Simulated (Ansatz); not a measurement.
A distorted cell of AlN (wurtzite):

```xyz
4
Lattice="3.1303 0.0000 0.0000 -1.5651 2.7109 0.0000 0.0000 0.0000 5.0180" Properties=species:S:1:pos:R:3 pbc="T T T"
Al     1.7136     1.0521     0.6469
Al     0.0000     1.8073     2.5259
N      1.5651     0.9036     3.1203
N      0.0000     1.8073     0.6113
```

Level of theory: PBE (plane waves to 420 eV, PAW, scalar-relativistic; Ansatz, a program for electronic structure). k mesh 10×10×6 (Γ-centred), Fermi-Dirac smearing 0.05 eV. E stands for the smeared free energy. Stress and pressure are positive under compression. AlN was relaxed with its symmetry unable to fall.

What forces act on the atoms (eV/Å, Cartesian)?


```tsv
atom	Fx	Fy	Fz
Al1	-6.439	-4.304	-3.126
Al2	0.377	0.277	4.325
N3	0.168	0.183	-2.268
N4	5.894	3.843	1.069
```

Give the stress tensor in GPa and the pressure.


```
   37.3     15.7      2.1
   15.7     10.6      1.8
    2.1      1.8     -0.9
```
The pressure, a third of the trace, is 15.7 GPa.

In it atom 1 sits (0.148, 0.148, 0.630) Å away from its relaxed site. What is its energy relative to the relaxed cell?

2395 meV/cell.

(For displaced atoms, the force is minus the slope of the energy, and its curvature is a force constant, which sets phonon frequencies.)
